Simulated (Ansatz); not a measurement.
LaTl (CsCl type)

```
LaTl
1.0
    3.97704     0.00000     0.00000
    0.00000     3.97704     0.00000
    0.00000     0.00000     3.97704
La Tl
1 1
Direct
  0.00000   0.00000   0.00000
  0.50000   0.50000   0.50000
```

E(V) scan at fixed shape, V₀ the volume above. Symmetry pins the atoms to their sites.

Computed with r2SCAN (plane waves to 500 eV, PAW, scalar-relativistic; Ansatz, a quantum-chemistry and plane-wave program). k mesh 12×12×12 (Γ-centred), Fermi-Dirac smearing 0.05 eV. E stands for the smeared free energy. Compression counts positive. LaTl is run without spin polarisation. LaTl was relaxed with its symmetry unable to fall. Spin-orbit coupling is left out, though Tl is heavy. ΔE is measured from the relaxed starting cell. The last digit holds for this mesh only.

```json
[
 {"V (Å³/atom)": "29.565", "ΔE (meV/atom)": "withheld"},
 {"V (Å³/atom)": "29.880", "ΔE (meV/atom)": "13.9"},
 {"V (Å³/atom)": "30.194", "ΔE (meV/atom)": "8.7"},
 {"V (Å³/atom)": "30.509", "ΔE (meV/atom)": "4.8"},
 {"V (Å³/atom)": "30.823", "ΔE (meV/atom)": "2.1"},
 {"V (Å³/atom)": "31.138", "ΔE (meV/atom)": "0.5"},
 {"V (Å³/atom)": "31.452", "ΔE (meV/atom)": "0.0"},
 {"V (Å³/atom)": "31.767", "ΔE (meV/atom)": "0.5"},
 {"V (Å³/atom)": "32.081", "ΔE (meV/atom)": "2.0"},
 {"V (Å³/atom)": "32.396", "ΔE (meV/atom)": "4.3"},
 {"V (Å³/atom)": "32.710", "ΔE (meV/atom)": "7.5"},
 {"V (Å³/atom)": "33.025", "ΔE (meV/atom)": "11.6"},
 {"V (Å³/atom)": "33.339", "ΔE (meV/atom)": "16.4"}
]
```

### Question
Fit a third-order Birch-Murnaghan form (E₀, V₀, B₀, B₀′ free) to the given rows and predict ΔE at V = 29.565.

### Answer
Least squares on the 12 given rows: ΔE = E₀ + (9V₀B₀/16)·y²·[2 + (B₀′ − 4)y], y = (V₀/V)^(2/3) − 1, with V₀ = 31.451 Å³/atom, B₀ = 51.60 GPa (160.2 GPa = 1 eV/Å³; the term in eV is multiplied by 1000), B₀′ = 4.50, E₀ = 0.00 meV/atom; root-mean-square residual 0.02 meV/atom. At 29.565 the fit gives 20.4 meV/atom; the calculation gives 20.4 meV/atom, the same to the digits shown. For the pressure the fit gives 3.7 GPa against the computed 3.7 GPa.

(A scan under strain: stresses follow from slopes of the energy per volume, elastic moduli from its curvatures.)
